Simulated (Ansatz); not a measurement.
SnS:
```cif
data_S2Sn2
_chemical_formula_sum 'Sn2 S2'
_space_group_name_H-M_alt 'P 1'
_space_group_IT_number 1
_cell_length_a 5.93609
_cell_length_b 5.93609
_cell_length_c 4.00393
_cell_angle_alpha 90.000
_cell_angle_beta 90.000
_cell_angle_gamma 140.583
loop_
_space_group_symop_operation_xyz
  'x, y, z'
loop_
_atom_site_label
_atom_site_type_symbol
_atom_site_fract_x
_atom_site_fract_y
_atom_site_fract_z
_atom_site_occupancy
Sn1 Sn 0.87741 0.12259 0.25000 1
Sn2 Sn 0.12259 0.87741 0.75000 1
S1 S 0.64701 0.35299 0.25000 1
S2 S 0.35299 0.64701 0.75000 1
```

Relaxed with LDA.

Task: Tabulate the valence density and the electron localisation function along the shortest Sn–Sn contact (3.39 Å), the program Ansatz at the LDA level (PAW).

Result: 

| distance from Sn (Å) | density (e/Å³) | ELF |
|---|---|---|
| 0.34 | 9.47 | 0.01 |
| 0.51 | 5.01 | 0.08 |
| 0.68 | 2.28 | 0.25 |
| 0.85 | 1.02 | 0.39 |
| 1.02 | 0.51 | 0.42 |
| 1.19 | 0.29 | 0.43 |
| 1.36 | 0.19 | 0.42 |
| 1.53 | 0.14 | 0.32 |
| 1.70 | 0.13 | 0.26 |
| 1.87 | 0.14 | 0.32 |
| 2.04 | 0.19 | 0.42 |
| 2.21 | 0.29 | 0.43 |
| 2.38 | 0.51 | 0.42 |
| 2.55 | 1.02 | 0.39 |
| 2.72 | 2.28 | 0.25 |
| 2.88 | 5.01 | 0.08 |
| 3.05 | 9.47 | 0.01 |

The density is the valence pseudo-density with augmentation charge, so density and ELF within about 1 Å of a nucleus are not all-electron values.

Space group Cmcm. The first step of the workflow began from a Materials Project structure, measured or hypothetical; the Crystallography Open Database files this formula in space group No. 63, but the cells were not matched. It is not the phase usual at ambient conditions (space group No. 62). Symmetry was held in the LDA relaxation; its stability against distortions is not shown here. A crystal of weakly bound layers computed without a dispersion correction: the cell and the soft elastic constants depend strongly on that. Spin–orbit coupling is left out wherever it is not named.

Potentials: the later of the program's two PAW sets.
